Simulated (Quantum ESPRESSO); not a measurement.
# Kohn-Sham bands of AgCl (rock salt)

```xyz
2
Lattice="0.0000 2.7727 2.7727 2.7727 0.0000 2.7727 2.7727 2.7727 0.0000" Properties=species:S:1:pos:R:3 pbc="T T T"
Ag     0.0000     0.0000     0.0000
Cl     2.7727     2.7727     2.7727
```

Materials Project entry mp-22922; symmetrised, unrelaxed at this level. COD (Crystallography Open Database) has an entry of this formula and space group (matched by these alone). Level: PBEsol, no spin polarisation, no spin-orbit coupling; pw.x of Quantum ESPRESSO at 66 Ry with PseudoDojo potentials, 10×10×10 k-points, Wannier90. Density: 10×10×10 mesh, Gaussian smearing 0.01 Ry.

Energies are relative to the valence-band maximum; weights are on the orthonormalised atomic waves of the pseudopotential files, averaged over the group. 26 electrons a cell are treated as valence.

**Question.** Into which isolated groups do the bands fall, where do they lie and what are they made of?

**Answer.** 
```
bands  from (eV)  to (eV)  filling  weight on atomic waves
-----  ---------  -------  -------  ----------------------
1         -89.72   -89.71   filled             Ag 4s 100 %
2–4       -53.27   -53.27   filled             Ag 4p 100 %
5         -15.14   -14.63   filled   Cl 3s 93 %, Ag 5s 5 %
6–13       -5.32     0.00   filled  Ag 4d 62 %, Cl 3p 35 %
```

The Kohn-Sham gap over both meshes and the path is 0.74 eV.
